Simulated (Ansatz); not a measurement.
Cu Kα1 powder pattern (kinematic, no thermal factors).
2θ (°) (relative intensity): 15.72 (100), 24.28 (74), 31.74 (2), 35.50 (1), 37.27 (39), 39.03 (31), 40.68 (15), 43.47 (7), 48.35 (29), 48.43 (9), 49.74 (1), 52.15 (9), 52.41 (1), 55.07 (21), 59.79 (4), 61.47 (1), 62.59 (24), 62.66 (8), 64.75 (11), 66.31 (3), 69.47 (6), 74.13 (2), 75.13 (4), 77.33 (2), 78.16 (2), 78.60 (3), 79.45 (3), 80.32 (3), 81.62 (2), 87.00 (5), 88.96 (4), 89.14 (3), 89.18 (3)

The pattern is computed from a structure relaxed with Ansatz 0.2.0, DFT PBE, scalar-relativistic, plane waves, PAW. No spin polarisation. Its elements are F, Si.

Problem. Give the structure.

Solution. SiF.
Space group Pmma (No. 51). a = 4.821 Å, b = 2.527 Å, c = 5.634 Å, α = 90.00°, β = 90.00°, γ = 90.00°
| atom | site | symmetry | x | y | z |
| --- | --- | --- | --- | --- | --- |
| Si | 2f | mm2 | 0.2500 | 0.5000 | 0.9676 |
| F | 2e | mm2 | 0.2500 | 0.0000 | 0.7147 |

A pattern alone doesn't exclude other cells with like lines; this is the one computed.

It was reached by relaxing an invented guess, and it needn't be the stable form of this composition. No dispersion correction is applied, so the spacing between layers, chains or molecules is poorly fixed.
